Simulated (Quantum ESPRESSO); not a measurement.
# How NMR parameters follow strain in Cl$_{2}$ (Cmce)

```yaml
crystal:
  lattice:
    - [3.26421, -2.05747, 0.00000]
    - [3.26421, 2.05747, 0.00000]
    - [0.00000, 0.00000, 8.40240]
  atoms:
    - { symbol: Cl, position: [0.88628, 0.11372, 0.60678] }
    - { symbol: Cl, position: [0.11372, 0.88628, 0.39322] }
    - { symbol: Cl, position: [0.61372, 0.38628, 0.10678] }
    - { symbol: Cl, position: [0.38628, 0.61372, 0.89322] }
```
The cell was made here from a computed Materials Project entry: atoms relaxed in the unchanged cell (PBE without dispersion, pw.x of a modified build of Quantum ESPRESSO, symmetry kept). The parent is Cl2 in Cmce; whether this form has been observed was not checked. Stability against distortions was not tested.

The last row's change in full: strained by +2 % along the third axis of the standard frame and by -1 % across it, atoms relaxed (PBE, pw.x of Quantum ESPRESSO); the other rows go along the same path.

Method: shieldings by PBE GIPAW on JTH datasets (Quantum ESPRESSO), 25 Ha, k-mesh 7×7×3 shifted, f-sum rule met within 0.009 %. Values are those of the named site's first atom. Shieldings are absolute and leave out the bulk-susceptibility term; a larger σ means a smaller chemical shift. By our sweeps, such settings leave a few ppm in absolute σ. No d partial waves on Cl: the paramagnetic term there is incompletely reconstructed.

```json
[
 {"axial strain (%)": "-2", "σ_iso Cl (ppm)": "430.0"},
 {"axial strain (%)": "0", "σ_iso Cl (ppm)": "427.2"},
 {"axial strain (%)": "+2", "σ_iso Cl (ppm)": "427.2"}
]
```
